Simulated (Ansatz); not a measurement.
An elastic tensor (GPa, Voigt order, standard axes) from the program Ansatz at the LDA level (PAW):

```json
[
 {"": "1", "1": "127", "2": "77.5", "3": "78.1", "4": "0.0", "5": "0.0", "6": "0.5"},
 {"": "2", "1": "77.5", "2": "127", "3": "78.1", "4": "0.0", "5": "0.0", "6": "-0.5"},
 {"": "3", "1": "78.1", "2": "78.1", "3": "127", "4": "0.0", "5": "0.0", "6": "0.0"},
 {"": "4", "1": "0.0", "2": "0.0", "3": "0.0", "4": "55.0", "5": "0.0", "6": "0.0"},
 {"": "5", "1": "0.0", "2": "0.0", "3": "0.0", "4": "0.0", "5": "55.0", "6": "0.0"},
 {"": "6", "1": "0.5", "2": "-0.5", "3": "0.0", "4": "0.0", "5": "0.0", "6": "55.7"}
]
```

Question: Which of these materials gives this?
(A) ZnCu2GeS4, I-4 (Pearson symbol tI16)
(B) TiRh, L1₀ or tetragonal B2
(C) Cd2TeSe, P-4m2 (Cd on 2g, Te on 1d, Se on 1b)
(D) Pb4Se3S, P4/mmm (Pearson symbol tP8)

Answer: A, ZnCu2GeS4, I-4 (Pearson symbol tI16)

The LDA relaxation kept the symmetry of its start. No spin polarisation was allowed.

Potentials: the later of the program's two PAW sets.
